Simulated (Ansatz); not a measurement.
All-electron LAPW in Ansatz 0.2.0 under LDA, scalar-relativistic, energies extrapolated to zero smearing. Slabs are 1×1 cells cut from bulk crystals relaxed on PAW files, with atoms then relaxed, 16 to 20 Å of vacuum, a dipole correction, k spacings of 0.16 to 0.26 Å⁻¹ and smearing of 0.02 to 0.1 eV, without spin–orbit coupling or spin polarisation. The bulk type named needn't be the stable one, and no reconstruction is allowed.

```csv
slab,area (Å²),γ (J/m²),Φ (eV),Δd12 (%)
"fcc Al (111), 5 layers",6.87,0.99,4.25,2.0
"fcc Al (110), 5 layers",11.22,1.13,4.09,?
"fcc Al (110), 2 layers",11.22,1.16,4.21,?
```

(1) What belongs in the row "fcc Al (110), 2 layers", column "Δd12 (%)"?

(2) Give the missing entry: row "fcc Al (110), 5 layers", column "Δd12 (%)".

Answers

(1) -30.0.

(2) -7.4.
